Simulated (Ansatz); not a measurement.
Input:

MgZn₂:
```
CELL_PARAMETERS angstrom
      5.14976     0.00000     0.00000
     -2.57488     4.45983     0.00000
      0.00000     0.00000     8.36620
ATOMIC_POSITIONS crystal
  Mg 0.33333 0.66667 0.06261
  Mg 0.66667 0.33333 0.93739
  Mg 0.66667 0.33333 0.56261
  Mg 0.33333 0.66667 0.43739
  Zn 0.00000 0.00000 0.00000
  Zn 0.00000 0.00000 0.50000
  Zn 0.16959 0.33919 0.75000
  Zn 0.83041 0.66081 0.25000
  Zn 0.83041 0.16959 0.25000
  Zn 0.16959 0.83041 0.75000
  Zn 0.66081 0.83041 0.75000
  Zn 0.33919 0.16959 0.25000
```

This is the r²SCAN-relaxed structure.

**Question.** All from plane-wave PAW r²SCAN (Ansatz code), unless another level is named. Predict the density of states at the Fermi level.

**Answer.** 0.19 states/eV per atom (mean over ±0.08 eV).

**Question.** Next, the formation energy from the elements (no fitted shifts)?

**Answer.** -0.16 eV/atom.

Space group P6_3/mmc. The first step of the workflow began from a Materials Project structure, measured or hypothetical; the Crystallography Open Database copy checked does not list it. Its standing as an ambient phase is unchecked. Symmetry was held in the r²SCAN relaxation; whether a distortion lowers the energy is not shown. The references are the lowest solids computed at this level, not always the standard phases.

Potentials: the later of the program's two PAW sets.
